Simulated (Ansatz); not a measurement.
PbF$_{2}$:
```
PbF2
1.0
    6.39418     0.00000     0.00000
    0.00000     3.87537     0.00000
    0.00000     0.00000     7.64987
Pb F
4 8
Direct
  0.25484   0.25000   0.89407
  0.74516   0.75000   0.10593
  0.24516   0.75000   0.39407
  0.75484   0.25000   0.60593
  0.47067   0.25000   0.15441
  0.52933   0.75000   0.84559
  0.02933   0.75000   0.65441
  0.97067   0.25000   0.34559
  0.64042   0.75000   0.43685
  0.35958   0.25000   0.56315
  0.85958   0.25000   0.93685
  0.14042   0.75000   0.06315
```

Relaxed with r²SCAN+D4. Special points in fractions of this cell's reciprocal vectors: Γ (0.000, 0.000, 0.000); X (0.500, 0.000, 0.000); S (0.500, 0.500, 0.000); Y (0.000, 0.500, 0.000); Z (0.000, 0.000, 0.500); U (0.500, 0.000, 0.500); R (0.500, 0.500, 0.500); T (0.000, 0.500, 0.500).

List the band energies nearest the valence-band maximum at these points for r²SCAN+D4 in the plane-wave PAW code Ansatz.

In eV from the valence-band maximum; about four levels below and three above (degenerate sets whole), none deeper than 8.9 eV; points with the same levels are listed once.

```
k                    below                above
-  -----------------------  -------------------
Γ  -1.95 -0.41 -0.30 -0.27  4.74 5.39 6.18 6.18
X  -1.05 -1.05 -0.29 -0.29  4.87 4.87 5.95 5.95
S  -0.52 -0.52 -0.52 -0.52  5.44 5.44 5.44 5.44
Y  -0.76 -0.76 -0.15 -0.15  5.36 5.36 6.14 6.14
Z  -1.30 -1.30 -0.18 -0.18  5.37 5.37 6.46 6.46
U  -0.66 -0.66 -0.64 -0.64  5.23 5.23 5.45 5.45
R  -0.47 -0.47 -0.47 -0.47  5.32 5.32 5.32 5.32
T  -0.53 -0.53 -0.21 -0.21  4.94 4.94 6.59 6.59
```

Space group Pnma. The workflow started from a Materials Project entry (that database holds measured and hypothetical structures alike); the Crystallography Open Database files this formula in space group No. 62, but the cells were not matched. Whether it is the stable phase at ambient conditions was not checked. Symmetry was held in the r²SCAN+D4 relaxation; its stability against distortions is not shown here. Spin–orbit coupling is left out wherever it is not named.

Potentials: the later of the program's two PAW sets.
